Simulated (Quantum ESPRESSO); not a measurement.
**Computed NMR tensors in MgI2 (changed cell)**

```xyz
3
Lattice="4.1957 0.0000 0.0000 -2.0978 3.6336 0.0000 0.0000 0.0000 7.1057" Properties=species:S:1:pos:R:3 pbc="T T T"
Mg     0.0000     0.0000     0.0000
I      0.0000     2.4224     1.6233
I      2.0978     1.2112     5.4824
```
The cell was made here from a computed Materials Project entry: I2 and its equivalents moved by 0.04 Å along (0.00, 0.00, -1.00), space group kept. The parent is MgI2 in P-3m1; whether this form has been observed was not checked. Stability against distortions was not tested. The layers lie 3.9 Å apart; this gap hangs on dispersion, and neither it nor the stacking was checked against the measured crystal.

Computed: shieldings by GIPAW with PBE in a modified build of Quantum ESPRESSO, on JTH PAW datasets, 20 Ha, k-mesh 7×7×4 shifted, f-sum rule met within 0.017 %.

```tsv
site	site symmetry	σ_iso (ppm)	span Ω (ppm)
Mg (atom 1)	-3m	553	0
I (atoms 2, 3)	3m	3839	179
```

Ω = σ33 − σ11 of the symmetric part; where symmetry doesn't make it nil, it is less certain than σ_iso.

These are absolute shieldings with no macroscopic susceptibility term; δ = σ_ref − σ needs a reference computed alike. By our sweeps, such settings leave a few ppm in absolute σ on light atoms and up to some 20 ppm from Zn on. Spin–orbit coupling is left out; its weight grows with the heaviest atom, I here. The datasets of Mg, I hold no d projectors, which limits absolute σ on these atoms.
